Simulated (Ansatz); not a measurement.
Ti4SnS8:
Space group P-3m1 (No. 164); a = b = 6.8377 Å, c = 7.1277 Å, α = β = 90.00°, γ = 120.00°

```csv
atom,site,symmetry,x,y,z
Ti,1a,-3m.,0.0000,0.0000,0.0000
S,6i,.m.,0.3333,0.1667,0.2048
S,2d,3m.,0.3333,0.6667,0.1974
Ti,3e,.2/m.,0.0000,0.5000,0.0000
Sn,1b,-3m.,0.0000,0.0000,0.5000
```

Relaxed at zero pressure with the program Ansatz at the PBE level (PAW).

Q: The volume is raised by 6 % and shape and atoms relax at that volume. What pressure results, and how do the axes share the change?

A: -2.1 GPa; a 1.3 %, b 1.3 %, c 3.3 %; the energy rises by 9 meV/atom.

Q: Give the new structure.

A: 
Space group P-3m1 (No. 164); a = 6.927 Å, b = 6.927 Å, c = 7.362 Å, α = 90.00°, β = 90.00°, γ = 120.00°

```csv
atom,site,symmetry,x,y,z
Ti,1a,-3m.,0.0000,0.0000,0.0000
S,6i,.m.,0.3312,0.1656,0.1978
S,2d,3m.,0.3333,0.6667,0.1877
Ti,3e,.2/m.,0.0000,0.5000,0.0000
Sn,1b,-3m.,0.0000,0.0000,0.5000
```

The phase is kept; no other phase was compared at this pressure.

The start of the workflow was typed in or built on a structure type; neither database checked (COD, Materials Project) lists it. Whether it is the stable phase at ambient conditions was not checked. The PBE relaxation kept the symmetry of its start; whether a distortion lowers the energy is not shown. The workflow began spin-polarised and lost its moments. Spin–orbit coupling is left out wherever it is not named.

Potentials: the earlier of the program's two PAW sets.
